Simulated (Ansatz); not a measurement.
# Squeezing AlRu (rocksalt type)

```yaml
crystal:
  lattice:
    - [0.00000, 2.44489, 2.44489]
    - [2.44489, 0.00000, 2.44489]
    - [2.44489, 2.44489, 0.00000]
  atoms:
    - { symbol: Ru, position: [0.00000, 0.00000, 0.00000] }
    - { symbol: Al, position: [0.50000, 0.50000, 0.50000] }
```

The cell comes from a relaxation on PAW files under the same functional, begun from a prototype that needn't be the stable phase.

Its volume is scaled at fixed shape and fractional positions.

Level of theory: DFT with LDA, scalar-relativistic, in Ansatz 0.2.0; a Γ-centred 14×14×14 k mesh, Fermi–Dirac smearing of 0.05 eV, no spin polarisation. LAPW: all electrons, basis error target 1 meV/atom; PAW: frozen-core files, cutoff 420 eV; crystal datasets: all electrons, by PAW datasets that the program makes for each cell; norm-conserving: pseudopotentials, cutoff 1197 eV; PAW (partial waves polarizable): frozen-core files, cutoff 420 eV.

Energies are extrapolated to zero smearing and count from the unscaled cell; pressure is positive in compression; gaps take the mesh and a band path. No temperature or zero-point motion is included.

The PAW files were made under PBE.

```json
{"V/V0": "1.00", "V (Å³/atom)": "14.61", "P LAPW (GPa)": "-0.07", "ΔE LAPW (eV/atom)": "0.000", "P PAW − LAPW (GPa)": "0.05", "ΔE PAW − LAPW (meV/atom)": "0.0"}
{"V/V0": "0.94", "V (Å³/atom)": "13.74", "P LAPW (GPa)": "11.58", "ΔE LAPW (eV/atom)": "0.029", "P PAW − LAPW (GPa)": "0.08", "ΔE PAW − LAPW (meV/atom)": "0.3"}
{"V/V0": "0.88", "V (Å³/atom)": "12.86", "P LAPW (GPa)": "27.6", "ΔE LAPW (eV/atom)": "0.134", "P PAW − LAPW (GPa)": "0.13", "ΔE PAW − LAPW (meV/atom)": "0.9"}
{"V/V0": "0.80", "V (Å³/atom)": "11.69", "P LAPW (GPa)": "58.8", "ΔE LAPW (eV/atom)": "0.440", "P PAW − LAPW (GPa)": "0.24", "ΔE PAW − LAPW (meV/atom)": "2.3"}
{"V/V0": "0.72", "V (Å³/atom)": "10.52", "P LAPW (GPa)": "107.9", "ΔE LAPW (eV/atom)": "1.034", "P PAW − LAPW (GPa)": "0.36", "ΔE PAW − LAPW (meV/atom)": "4.5"}
{"V/V0": "0.64", "V (Å³/atom)": "9.35", "P LAPW (GPa)": "?", "ΔE LAPW (eV/atom)": "?", "P PAW − LAPW (GPa)": "?", "ΔE PAW − LAPW (meV/atom)": "?"}
{"V/V0": "0.55", "V (Å³/atom)": "8.04", "P LAPW (GPa)": "341.2", "ΔE LAPW (eV/atom)": "4.188", "P PAW − LAPW (GPa)": "-0.96", "ΔE PAW − LAPW (meV/atom)": "6.2"}
```

Question: Fit the Vinet equation to the LAPW pressures shown (residuals weighted by 1/(|P| + 0.03·Pmax)), and predict the pressure of the withheld row.

Answer: The fit gives V0 = 14.61 Å³/atom, B0 = 162 GPa and B0′ = 4.52. At 9.35 Å³/atom, x = (V/V0)^(1/3) = 0.8619, and P = 3·B0·(1 − x)/x²·exp[1.5·(B0′ − 1)·(1 − x)] = 187.8 GPa. The run itself gave 186.8 GPa (+0.5 % off) and ΔE = 2.085 eV/atom.

Question: At the smallest volume, how far do crystal datasets and norm-conserving and PAW (partial waves polarizable) lie from LAPW in pressure?

Answer: crystal datasets: 0.00 GPa; norm-conserving: -6.26 GPa; PAW (partial waves polarizable): -0.96 GPa, on a LAPW pressure of 341.2 GPa.

Question: How do the Löwdin populations by LAPW change from the unscaled cell to the last row?

Answer: Ru 4s 1.90 → 1.80, Ru 4p 5.96 → 5.91, Ru 4d 7.80 → 8.39, Al 2s 1.98 → 1.95, Al 3s 0.99 → 0.72, Al 3p 1.89 → 1.74 electrons an atom. These are projections on the shells that the free atoms fill; 0.08 e a cell lies outside them at the start and 0.14 e at the end.
